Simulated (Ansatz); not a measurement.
Starting cell, PbSe (rock salt):

```xyz
2
Lattice="0.0000 3.1089 3.1089 3.1089 0.0000 3.1089 3.1089 3.1089 0.0000" Properties=species:S:1:pos:R:3 pbc="T T T"
Se     0.0000     0.0000     0.0000
Pb     3.1089     3.1089     3.1089
```

Scan: atom 2 (Pb, nearest neighbour Se at 3.109 Å; its periodic images, 4.4 Å or more away, move with it) is displaced along Cartesian [110], direction (0.707, 0.707, 0.000) in Cartesian axes, by s. The other atoms stay.

Level of theory: PBE (plane waves to 420 eV, PAW, scalar-relativistic; Ansatz, a first-principles code). k mesh 8×8×8 (Γ-centred), Fermi-Dirac smearing 0.05 eV. The energy includes the smearing's −TS. PbSe was relaxed with its symmetry unable to fall. Spin-orbit coupling is left out, though Pb is heavy. ΔE is measured from the undisplaced structure.

| s (Å) | ΔE (meV/cell) |
|---|---|
| -0.620 | withheld |
| -0.496 | 139.2 |
| -0.372 | 53.7 |
| -0.248 | 14.3 |
| -0.124 | 1.8 |
| 0.000 | 0.0 |
| 0.124 | 1.8 |
| 0.248 | 14.3 |
| 0.372 | 53.7 |
| 0.496 | 139.2 |
| 0.620 | withheld |

Task: Fit an even polynomial form (powers 2, 4, 6) to the given rows and predict ΔE at s = 0.620.

Result: Least squares on the 9 given rows: ΔE = (88.16)·s² + (2459)·s⁴ + (-2105)·s⁶, in meV/cell with s in Å; root-mean-square residual 0.07 meV/cell. At 0.620 the fit gives 277.7 meV/cell; the calculation gives 288.7 meV/cell, so the extrapolation is off by -11.0 (-3.8 %). The quadratic term alone would give 33.9 meV/cell.

(A displaced cell: forces are minus the slopes of the energy, force constants its curvatures, and phonons follow from these.)
